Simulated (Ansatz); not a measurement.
Relaxed-ion elastic tensor of Ca (fcc (Cu type), Fm-3m) in GPa (Voigt order), PBE (plane waves, PAW; program Ansatz); density 1.58 g/cm³, 42.18 Å³ per atom.

|  | 1 | 2 | 3 | 4 | 5 | 6 |
|---|---|---|---|---|---|---|
| 1 | 22.2 | 15.1 | 15.1 | 0.0 | 0.0 | 0.0 |
| 2 | 15.1 | 22.2 | 15.1 | 0.0 | 0.0 | 0.0 |
| 3 | 15.1 | 15.1 | 22.2 | 0.0 | 0.0 | 0.0 |
| 4 | 0.0 | 0.0 | 0.0 | 15.7 | 0.0 | 0.0 |
| 5 | 0.0 | 0.0 | 0.0 | 0.0 | 15.7 | 0.0 |
| 6 | 0.0 | 0.0 | 0.0 | 0.0 | 0.0 | 15.7 |

### Question
Is the crystal mechanically stable?

### Answer
Yes: the smallest eigenvalue of C is 7.2 GPa.

### Question
Work out the Voigt, Reuss and Hill averages.

### Answer
K_V = 17.5, K_R = 17.5, K_H = 17.5; G_V = 10.9, G_R = 6.7, G_H = 8.8 GPa.

### Question
Give Young's modulus, Poisson's ratio, Pugh's ratio and the universal anisotropy index.

### Answer
E = 9KG/(3K + G) = 22.5 GPa; ν = 0.28; K/G = 1.99 (ductile by the Pugh limit of 1.75); A_U = 5G_V/G_R + K_V/K_R − 6 = 3.16.

### Question
Estimate the sound speeds and the Debye temperature.

### Answer
v_l = √((K + 4G/3)/ρ) = 4300 m/s, v_t = √(G/ρ) = 2360 m/s, mean 2630 m/s; Θ = (h/k)(3n/4πV)^(1/3) v_m = 225 K.

### Question
Give the Zener ratio and Young's modulus along [100], [110] and [111].

### Answer
A = 2C44/(C11 − C12) = 4.40; 1/E = S11 − 2(S11 − S12 − S44/2)Γ with Γ = 0, 1/4, 1/3 gives 10.0, 22.0, 36.3 GPa.

### Question
Solve the Christoffel equation for the three sound speeds along [100], [110], [111].

### Answer
Eigenvalues of C_ijkl n_j n_l equal ρv². In km/s, slowest first: [100] 3.16, 3.16, 3.75; [110] 1.51, 3.16, 4.67; [111] 2.20, 2.20, 4.94.

The cell was relaxed with PBE under the symmetry of its start. As this level gives no gap, shear constants depend on the k-mesh and smearing (Fermi–Dirac, 0.1 eV here).

Potentials: the later of the program's two PAW sets.
